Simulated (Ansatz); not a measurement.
An elastic constant from a strain scan in TiO₂

The calculation used DFT r2SCAN, scalar-relativistic, plane waves, PAW (Ansatz). Settings: plane waves to 500 eV, k-mesh 6×6×6 (Γ-centred), Gaussian smearing 0.05 eV. No spin polarisation. Energies are free energies at this smearing, counted from the undisturbed cell; pressure is positive in compression.

The undisturbed cell (relaxed at this level):

```
Ti O
1.0
     2.67116   -2.67125   -0.02017
     2.67116    2.67125   -0.02017
    -2.63534    0.00000    4.81205
Ti O
2 4
Direct
  0.12497 0.87503 0.25000
  0.87503 0.12497 0.75000
  0.33228 0.08225 0.66454
  0.66772 0.91775 0.33546
  0.91775 0.66772 0.83546
  0.08225 0.33228 0.16454
```

The cell is strained by ε times the Voigt pattern (0, 0, 1, 0, 0, 0) (xx, yy, zz, yz, xz, xy; engineering shear) with fractional coordinates fixed. The cell holds 6 atoms in V0 = 68.39 Å³. The stress column is τ = (1/V0) dE/dε, got from the stress tensor σ (compression positive) at each point as −det(1 + εP) σ : P(1 + εP)⁻¹, with P the pattern as a tensor.

| ε | ΔE (meV/atom) | τ (GPa) |
| --- | --- | --- |
| -0.0600 | 66.153 | -34.762 |
| -0.0450 | 35.034 | -23.853 |
| -0.0300 | 14.672 | -14.561 |
| 0.0000 | 0.000 | -0.001 |
| 0.0150 | 3.082 | 5.615 |
| 0.0450 | 24.814 | 14.218 |
| 0.0600 | ? | ? |

Q: Which combination of elastic constants does this scan measure, and how large is it?

A: For small ε, τ = τ0 + Kε with K = pᵀCp, which for this pattern is C33 in the Cartesian frame shown. The parabola through τ at ε = -0.0300, 0 and 0.0150 has slope K = 411 GPa at zero. The energies per cell, E = NΔE, of the same two points give K = 2[E(ε₊)/ε₊ − E(ε₋)/ε₋]/[(ε₊ − ε₋)V0] = 434 GPa, in agreement. These are clamped-ion values.

Q: Predict the withheld row at ε = 0.0600 from the harmonic law, and compare.

A: ΔE = V0(τ0 ε + Kε²/2)/N = 52.671 meV/atom and τ = 24.68 GPa. The calculation gives 41.759 meV/atom and 17.43 GPa: the energy lies 21 % below the harmonic value, as bonds soften when stretched.

Forces appear on the atoms along this scan, and letting them relax would lower the energy and soften the response.

Cost: 7 runs of about 4.4 core-minutes in all, on Intel Xeon Processor @ 2.50GHz (Skylake/Cascade Lake) (shared hosts).